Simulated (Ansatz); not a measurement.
The calculation used DFT PBE, scalar-relativistic, plane waves, PAW in Ansatz. Settings: cutoff 420 eV, Γ-centred meshes spaced at most about 0.3 Å⁻¹, and about 0.25 Å⁻¹ or finer for metals (2π included), Gaussian smearing. No spin polarisation in the final relaxations.

All energies are static (0 K, no zero-point motion).

Two forms of Zr3S2 were relaxed alike.

A.

```
CELL_PARAMETERS angstrom
-1.70494 3.28237 4.22475
1.70494 -3.28237 4.22475
1.70494 3.28237 -4.22475
ATOMIC_POSITIONS crystal
Zr 0.68625 0.68625 0.00000
Zr 0.31375 0.31375 0.00000
Zr 0.00000 0.50000 0.50000
S 0.28682 0.00000 0.28682
S 0.71318 0.00000 0.71318
```

B.

```
CELL_PARAMETERS angstrom
-1.77012 1.77012 8.66531
1.77012 -1.77012 8.66531
1.77012 1.77012 -8.66531
ATOMIC_POSITIONS crystal
Zr 0.64362 0.64362 0.00000
Zr 0.35638 0.35638 0.00000
Zr 0.00000 0.00000 0.00000
S 0.75000 0.25000 0.50000
S 0.50000 0.50000 0.00000
```

Question: Which is lower in energy, and by how much?

Answer: B is lower, by 32 meV/atom. A has space group Immm (No. 71), 18.9 Å³/atom and no gap on its mesh; B has space group I-4m2 (No. 119), 21.7 Å³/atom and no gap. Counting S atoms around Zr (those within 1.25 times the shortest such distance or 1.15 times the sum of covalent radii; a plus sign parts nearer from farther groups; a slash parts the counts of unlike sites), A has Zr 4/4+2 and B has Zr 3/4. The lower one is the more open, so pressure narrows the difference. Both come from invented guesses. A third cell relaxed alike, in R32 (a Materials Project cell), lies 87 meV/atom below the lower of the two.

Cells relaxed within their symmetry can be saddle points; a later kick test found a lower structure for Zr3S2 Immm.
